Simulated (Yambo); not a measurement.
G0W0@LDA for BN (rhombohedral, space group R3m, No. 160) in Yambo. Reference settings: 6×6×6 Γ-centred k mesh, 68 bands and a 14 Ry block in the screening, 68 bands in G with the Bruneval-Gonze terminator, plasmon pole fitted at 27.2 eV. The LDA gap (0, 0.333, -0.333) → F on this mesh is 4.13 eV; G0W0 gaps are taken between the same points.

Gap ((0, 0.333, -0.333) → F) in eV against the number of bands and the screening block, terminator on:

```
bands (W and G)   2 Ry   5 Ry   8 Ry  11 Ry  14 Ry
---------------  -----  -----  -----  -----  -----
13               6.061  5.859  5.873  5.915  5.924
23               5.978  5.765  5.799  5.855  5.867
36               5.959  5.735  5.779  5.842  5.856
51               5.955  5.726  5.776  5.846  5.861
68               5.954  5.723  5.776  5.851  5.867
```

Rough cost of the Yambo step against the reference (shared machines):

```tsv
bands (W and G)	2 Ry	5 Ry	8 Ry	11 Ry	14 Ry
13	1/6	1/6	1/7	1/6	1/5
23	1/4	1/3	1/4	1/3	1/3
36	~1	1/2	1/3	1/2	~1
51	1/2	~1	~1	~1	~1
68	~1	~1	~1	~1	1
```

At the largest block the last step in bands moves the gap by 0.006 eV; at the most bands the last step in the block moves it by 0.016 eV.

The mesh misses a band edge: along a dense path the LDA gap is 4.07 eV against 4.13 eV on the mesh.

Geometry of the Materials Project entry, not relaxed at this level; primitive cell a = 3.6693 Å, b = 3.6693 Å, c = 3.6693 Å, α = 39.87°, β = 39.87°, γ = 39.87°.

This is not the ordinary phase of the substance; no match was found in the copy of COD used, and its stability was not checked.

The distance between layers or molecules is the database entry's, not relaxed here. Functionals without dispersion can leave it too large, which widens gaps and weakens the response across layers: the numbers belong to this cell.
